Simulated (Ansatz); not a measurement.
Density of states of a Zn$_{5}$Sn$_{7}$Ru$_{4}$ cell (elements on a bcc lattice, relaxed), per eV and atom, broadened by Gaussian smearing of width 0.1 eV and averaged over bins of 0.4 eV, from 8 eV under the Fermi level at most up to where the solved bands end.

These are results of DFT PBEsol, scalar-relativistic, plane waves, PAW in Ansatz 0.2.0, not measurements.

Settings: cutoff 420 eV, Γ-centred mesh 5×5×5 on the computed 16-atom cell, Gaussian smearing of 0.10 eV; no spin polarisation.

```
Zn Ru Sn
1.0
     6.76560    0.29515    0.19618
     0.26940    6.59406   -0.62994
     0.18938   -0.65852    6.77205
Zn Ru Sn
5 4 7
Cartesian
  0.2088 0.4155 0.2640
  1.6461 5.0489 0.7516
  3.1127 2.4489 3.6994
  3.6192 4.2223 1.9553
  5.5495 1.0988 5.6066
  3.9817 3.2662 6.1149
  4.9379 1.8847 1.7590
  0.9412 3.2143 2.5905
  1.5326 1.1020 5.1260
  4.5706 6.2447 -0.0033
  6.4129 3.6690 0.3453
  0.3235 0.5840 2.9147
  2.4685 2.0488 0.7052
  3.9009 -0.0311 3.8969
  1.9045 4.7329 4.6298
  5.4926 3.7409 3.9882
```

```csv
E − E_F (eV),total,Zn 3d,Ru 4d,Sn 5p,Sn 5s
-7.85,1.057,0.799,0.031,0.040,0.147
-7.45,2.478,2.263,0.034,0.066,0.070
-7.05,3.564,3.344,0.041,0.074,0.053
-6.65,0.911,0.679,0.025,0.053,0.113
-6.25,0.371,0.146,0.031,0.044,0.116
-5.85,0.170,0.029,0.022,0.045,0.040
-5.45,0.213,0.022,0.035,0.067,0.041
-5.05,0.267,0.020,0.050,0.097,0.036
-4.65,0.298,0.017,0.063,0.119,0.034
-4.25,0.394,0.019,0.104,0.159,0.042
-3.85,0.411,0.014,0.133,0.178,0.028
-3.45,0.534,0.014,0.205,0.234,0.025
-3.05,0.616,0.013,0.294,0.231,0.022
-2.65,0.703,0.013,0.407,0.210,0.019
-2.25,0.859,0.014,0.545,0.213,0.023
-1.85,0.938,0.014,0.629,0.200,0.024
-1.45,1.011,0.014,0.735,0.168,0.022
-1.05,0.986,0.013,0.681,0.192,0.024
-0.65,0.749,0.009,0.445,0.189,0.030
-0.25,0.543,0.006,0.253,0.178,0.029
0.15,0.378,0.003,0.171,0.121,0.027
0.55,0.408,0.003,0.192,0.130,0.034
0.95,0.411,0.003,0.159,0.147,0.041
1.35,0.423,0.003,0.134,0.160,0.048
```

The columns after the total are the largest Löwdin projections on the valence shells of the potentials, so they needn't add up, and the weight of a shell that a potential lacks goes to other orbitals. The cell has no gap on the mesh.

Cost: 2 runs of about 7.4 core-minutes in all (earlier runs that led there not counted), on AMD EPYC 9R45 (Zen 5) (shared hosts).